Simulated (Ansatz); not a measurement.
input.yaml

```yaml
crystal:
  lattice:
    - [6.86086, 0.037428, -0.008938]
    - [0.037397, 6.82055, -0.00705]
    - [-0.009126, -0.007187, 6.736707]
  atoms:
    - { symbol: Cu, position: [0.4996986322, 0.9991000536, 0.506673801] }
    - { symbol: Cu, position: [0.013468694, 0.5098558438, 0.4976093861] }
    - { symbol: Zr, position: [0.005994981, 0.5049293103, 0.0086864284] }
    - { symbol: Zr, position: [0.0087435947, 0.9676527921, 0.4983527805] }
    - { symbol: Zr, position: [0.2521290353, 0.2360491637, 0.2454974935] }
    - { symbol: Zr, position: [0.7522193758, 0.2513542383, 0.2598597399] }
    - { symbol: Zr, position: [0.2685919626, 0.7672227884, 0.2261365358] }
    - { symbol: Zr, position: [0.2480415304, 0.2406846836, 0.7542947684] }
    - { symbol: Zr, position: [0.4669336999, 0.5060814941, 0.4986824717] }
    - { symbol: Zr, position: [0.7378485923, 0.7499932163, 0.247699969] }
    - { symbol: Zr, position: [0.7547378049, 0.2536227923, 0.7416510255] }
    - { symbol: Zr, position: [0.264321884, 0.7631043584, 0.7726681982] }
    - { symbol: Zr, position: [0.7427489017, 0.7463153355, 0.7521865204] }
    - { symbol: Pt, position: [0.9711449769, 0.0010803301, 0.9999492414] }
    - { symbol: Pt, position: [0.522839278, 0.0190548987, 0.9945772882] }
    - { symbol: Pt, position: [0.5027943396, 0.4725744095, 0.9999194318] }
basis:
  ecutwfc: 420
kpoints:
  mp_grid: { grid: [5, 5, 5] }
hamiltonian:
  xc: pbe
scf:
  occupations: { method: gaussian, width: 0.1 }
  n_extra_bands: 8
output:
  forces: true
  stress: true
  eigenvalues: true
  populations: true
  dos:
    method: { smearing: { sigma: 0.1, scheme: gaussian } }
    projected: true
    de: 0.02
  write_density: true
  write_potential: true
  elf: true
  volumetric_format: npy
```

Run as
```bash
ansatz run input.yaml --threads 4 --pin off --max-ram 9216MiB --backend cpu --events-out ev --progress --plain --runs-dir out
```

Theory: DFT PBE, scalar-relativistic, plane waves, PAW in Ansatz.

Part of what the program printed, abridged:

```
scf.n_extra_bands = 8 over 112 filled bands (N_el = 224.0): the run solves 120 bands
Pseudopotentials: kind: paw
Pseudopotential: Cu, paw, valence charge 19, recommended cutoff 420 eV (normal)
Pseudopotential: Zr, paw, valence charge 12, recommended cutoff 420 eV (normal)
Pseudopotential: Pt, paw, valence charge 18, recommended cutoff 420 eV (normal)
Functional definition: PBE
Crystal: 16 atoms, lattice volume = 315.233 Å³
Basis set: ecut = 420 eV, 6159 PW (Γ), exchange–correlation on 96×96×96 points (8 copies of the dense FFT grid, shifted against one another)
Bands: 120, of which v1, the nominal top of the filled ones, is band 112 counted from 1 (111 counted from 0)
Symmetry: 1 space group operations
Space group: P1 (ITA 1), of the structure as read, at distance tolerance 6.8e-5 Å
k-points: 63 of 125 (time reversal used)
Initial density: superposition of atomic densities (neutral atoms: chi_scale 0, normalization atom), corrected by the library's trained network
Initial wavefunctions: pseudopotential atomic-orbital guess
Functional: x = pbe(κ = 0.804, μ = 0.21951497), c = pbe(β = 0.06672455)
SCF iter   1: F=—  HF=-96846.508499 eV  |F-HF|=—  |Δ(HF+E_count)|=         —  Δρ=1.04e-2  dr2=8.12e-1  ethr=1.77e-3  ⟨swp⟩=4.5  Hψ=24061  notcnv=0
SCF iter   2: F=—  HF=-96846.454258 eV  |F-HF|=—  |Δ(HF+E_count)|=   5.42e-2  Δρ=4.10e-3  dr2=1.24e-1  ethr=3.63e-4  ⟨swp⟩=2.0  Hψ=11093  notcnv=0
SCF iter   3: F=—  HF=-96846.441170 eV  |F-HF|=—  |Δ(HF+E_count)|=   1.31e-2  Δρ=3.00e-3  dr2=4.15e-2  ethr=5.54e-5  ⟨swp⟩=2.0  Hψ=14640  notcnv=0
SCF iter   4: F=—  HF=-96846.436480 eV  |F-HF|=—  |Δ(HF+E_count)|=   4.69e-3  Δρ=9.57e-4  dr2=3.99e-3  ethr=1.85e-5  ⟨swp⟩=2.0  Hψ=9095  notcnv=0
SCF iter   5: F=—  HF=-96846.435933 eV  |F-HF|=—  |Δ(HF+E_count)|=   5.47e-4  Δρ=2.98e-4  dr2=2.96e-4  ethr=1.78e-6  ⟨swp⟩=2.0  Hψ=12308  notcnv=0
SCF iter   6: F=—  HF=-96846.435905 eV  |F-HF|=—  |Δ(HF+E_count)|=   2.88e-5  Δρ=1.72e-4  dr2=7.20e-5  ethr=1.32e-7  ⟨swp⟩=2.0  Hψ=10041  notcnv=0
SCF iter   7: F=—  HF=-96846.435636 eV  |F-HF|=—  |Δ(HF+E_count)|=   2.69e-4  Δρ=9.68e-5  dr2=2.14e-5  ethr=3.21e-8  ⟨swp⟩=2.0  Hψ=14503  notcnv=0
SCF iter   8: F=—  HF=-96846.435634 eV  |F-HF|=—  |Δ(HF+E_count)|=   1.92e-6  Δρ=3.46e-5  dr2=3.40e-6  ethr=9.57e-9  ⟨swp⟩=2.0  Hψ=14353  notcnv=0
SCF iter   9: F=—  HF=-96846.435634 eV  |F-HF|=—  |Δ(HF+E_count)|=   4.54e-7  Δρ=7.95e-6  dr2=2.74e-7  ethr=1.52e-9  ⟨swp⟩=2.0  Hψ=9279  notcnv=0
SCF iter  10: F=-96846.435633 eV  HF=-96846.435633 eV  |F-HF|=1.88e-8  |Δ(HF+E_count)|=   3.83e-8  Δρ=2.79e-6  dr2=3.30e-8  ethr=4.46e-11  ⟨swp⟩=7.4  Hψ=46103  notcnv=0
SCF 1 converged in 10 iterations: F = -96846.435633 eV  dr2 = 3.30e-8
SCF converged after 10 iterations
Free energy (F): -96846.435633 eV
Harris-Foulkes:  -96846.435633 eV  (|F-HF|=1.88e-8)
Internal energy: -96846.350156 eV  (E = F + TS)
E sigma→0 (E₀):  -96846.392895 eV
Entropy (-TS):   -0.085478 eV (-5.342 meV/atom)
Fermi energy:    15.926945 eV
--- Per-component energies (eV) ---
  E_band       = -2346.909905
  E_kinetic    = 6183.709968
  E_local      = -22667.603040  (includes V_loc(G=0)·N_el)
  E_nonlocal   = 2253.974522
  E_hartree    = 8888.686685
  E_xc         = -2747.982344
  E_vxc        = -3246.974913  (∫ρ·V_xc dr)
  E_paw        = -64177.709223  (= ΣΔE_a)
  E_vpaw       = -2647.403853  (= ΣTr[D̂ρ^β])
  E_aug_tail   = 0.001424  (compensation charges beyond the density's cutoff)
  E_ewald      = -24579.428148
  E_smearing   = -0.085478  (= −TS)
--- Forces (eV/Å), atoms counted from 1 ---
  atom   1  Cu     0.01917514     0.01786737     0.00467477
  atom   2  Cu    -0.03212041    -0.01916322    -0.00019881
  atom   3  Zr    -0.06956037    -0.04918801    -0.00144416
  atom   4  Zr    -0.07223365     0.08985699     0.00762599
  atom   5  Zr    -0.00002784    -0.00156961    -0.03492654
  atom   6  Zr    -0.02314018    -0.01922245    -0.04728795
  atom   7  Zr    -0.02288184    -0.03033819     0.04816419
  atom   8  Zr     0.02588388    -0.02682616     0.03677123
  atom   9  Zr     0.10919678    -0.06003867     0.01039066
  atom  10  Zr    -0.00541601    -0.00842252    -0.05253455
  atom  11  Zr    -0.05672113    -0.04618609     0.06719204
  atom  12  Zr     0.00272143    -0.00143217    -0.03964103
  atom  13  Zr    -0.03146998     0.00787882     0.05274380
  atom  14  Pt     0.13266495     0.00757744    -0.00786281
  atom  15  Pt     0.02474017     0.03351973    -0.03688844
  atom  16  Pt    -0.00085791     0.10564492    -0.00676487
--- Stress (GPa, compression-positive) ---
       -0.136128       0.006509      -0.018758
        0.006509       0.026762      -0.028759
       -0.018758      -0.028759       0.102928
  P = ⅓ Tr σ = -0.0021 GPa (-0.021 kbar)
--- Band table (eV; the first three rows and the last of 63) ---
  k-point 0: bands = ["-96.8667", "-96.6042", "-82.7749", "-82.7713", "-82.7499", "-54.2333", "-54.2264", "-54.2104", "-53.9761", "-53.9561", "-53.9431", "-36.9861", "-36.9778", "-36.9754", "-36.9709", "-36.9676", "-36.9643", "-36.9589", "-36.9312", "-36.9265", "-32.8261", "-32.7836", "-32.7722", "-32.7554", "-32.7329", "-32.7286", "-32.7178", "-32.6754", "-32.1469", "-32.0694", "-32.0487", "-11.2656", "-11.2374", "-11.2199", "-11.1402", "-11.1182", "-11.1120", "-11.0670", "-11.0294", "-11.0177", "-10.9782", "-10.9546", "-10.9435", "-10.8424", "-10.8318", "-10.8034", "-10.6987", "-10.6923", "-10.6880", "-10.6813", "-10.6782", "-10.6521", "-10.6301", "-10.6144", "-10.5877", "-10.1699", "-10.1 ...
  k-point 1: bands = ["-96.8667", "-96.6042", "-82.7749", "-82.7713", "-82.7499", "-54.2333", "-54.2264", "-54.2104", "-53.9761", "-53.9561", "-53.9431", "-36.9861", "-36.9778", "-36.9754", "-36.9709", "-36.9676", "-36.9643", "-36.9589", "-36.9313", "-36.9265", "-32.8224", "-32.7861", "-32.7693", "-32.7533", "-32.7367", "-32.7309", "-32.7160", "-32.6780", "-32.1461", "-32.0693", "-32.0490", "-11.2378", "-11.2320", "-11.2054", "-11.1391", "-11.1150", "-11.0946", "-11.0520", "-11.0182", "-11.0049", "-10.9805", "-10.9719", "-10.9466", "-10.8243", "-10.8148", "-10.8115", "-10.7229", "-10.7136", "-10.7001", "-10.6936", "-10.6821", "-10.6746", "-10.6487", "-10.6264", "-10.6171", "-10.1656", "-10.1 ...
  k-point 2: bands = ["-96.8667", "-96.6042", "-82.7749", "-82.7713", "-82.7499", "-54.2333", "-54.2264", "-54.2104", "-53.9761", "-53.9561", "-53.9431", "-36.9861", "-36.9778", "-36.9754", "-36.9709", "-36.9676", "-36.9643", "-36.9589", "-36.9313", "-36.9265", "-32.8144", "-32.7925", "-32.7606", "-32.7487", "-32.7465", "-32.7360", "-32.7121", "-32.6827", "-32.1448", "-32.0693", "-32.0494", "-11.2563", "-11.1571", "-11.1451", "-11.1403", "-11.0936", "-11.0808", "-11.0493", "-11.0069", "-10.9971", "-10.9882", "-10.9740", "-10.8801", "-10.8609", "-10.8389", "-10.8232", "-10.7632", "-10.7483", "-10.7328", "-10.7207", "-10.7098", "-10.6738", "-10.6655", "-10.6442", "-10.6347", "-10.1529", "-10.1 ...
  k-point 62: bands = ["-96.8667", "-96.6042", "-82.7749", "-82.7713", "-82.7499", "-54.2333", "-54.2264", "-54.2104", "-53.9761", "-53.9561", "-53.9431", "-36.9843", "-36.9764", "-36.9750", "-36.9708", "-36.9681", "-36.9642", "-36.9591", "-36.9326", "-36.9282", "-32.8147", "-32.7815", "-32.7679", "-32.7578", "-32.7362", "-32.7317", "-32.7229", "-32.6812", "-32.1450", "-32.0629", "-32.0552", "-11.2281", "-11.1579", "-11.1283", "-11.1119", "-11.0760", "-11.0571", "-11.0403", "-11.0278", "-10.9945", "-10.9727", "-10.9378", "-10.9009", "-10.8493", "-10.8456", "-10.8341", "-10.7813", "-10.7645", "-10.7538", "-10.7360", "-10.7240", "-10.7098", "-10.6996", "-10.6681", "-10.6403", "-10.1336", "-10. ...
--- Löwdin populations: 16 sites ---
  site symbol q [e]
     0     Cu     18.5324
     1     Cu     18.5322
     2     Zr     12.1801
     3     Zr     12.2668
     4     Zr     11.9103
     5     Zr     11.9013
     6     Zr     11.9550
     7     Zr     11.9067
     8     Zr     12.2688
     9     Zr     11.9077
    10     Zr     11.8984
    11     Zr     11.9424
    12     Zr     11.9044
    13     Pt     17.7637
    14     Pt     17.9475
    15     Pt     17.7668
  spilling = 0.006319 (of n_electrons = 224.000000)
```

The run converged.

It took 52 s on 4 threads of Intel(R) Xeon(R) 6975P-C (Granite Rapids), with other jobs on the host, peak memory 2.3 GiB.

Spin-orbit coupling is left out, which matters for the bands of heavy elements.